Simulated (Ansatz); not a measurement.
# Property card for W

W:
```xyz
1
Lattice="0.0000 2.0095 2.0095 2.0095 0.0000 2.0095 2.0095 2.0095 0.0000" Properties=species:S:1:pos:R:3 pbc="T T T"
W      0.0000     0.0000     0.0000
```

Space group Fm-3m (No. 225), fcc (Cu type); conventional cell a = b = c = 4.0191 Å, α = β = γ = 90.00°.

Method: DFT-r²SCAN in the program Ansatz with PAW potentials. Geometry: relaxed at this level of theory. Other levels are named where they apply.

**Cell and energy**

```json
{
 "volume_per_atom": "16.23 Å³",
 "density": "18.81 g/cm³"
}
```

**Electronic structure**

```json
{
 "electronic_character": "metallic (no gap)",
 "Density of states at the Fermi level": "1.3 states/eV per atom (mean over ±0.08 eV)",
 "Gap with spin–orbit coupling": "none (metallic)"
}
```

**Mechanics**

```json
{
 "Bulk modulus (Birch–Murnaghan fit)": "295 GPa",
 "Pressure derivative B′": "3.7",
 "Elastic constants (relaxed ions, GPa)": "C11 = 26.0, C12 = 433, C44 = -179",
 "mechanical_stability": "unstable (C has a negative eigenvalue)"
}
```

The workflow started from an entry of the Crystallography Open Database (COD), which files this formula under 6 space groups. It is not the phase usual at ambient conditions (space group No. 229). The r²SCAN relaxation kept the symmetry of its start. The run is not spin-polarised. As this level gives no gap, shear constants depend on the k-mesh and smearing (Fermi–Dirac, 0.1 eV here). Spin–orbit coupling is left out wherever it is not named.

Potentials: the earlier of the program's two PAW sets.
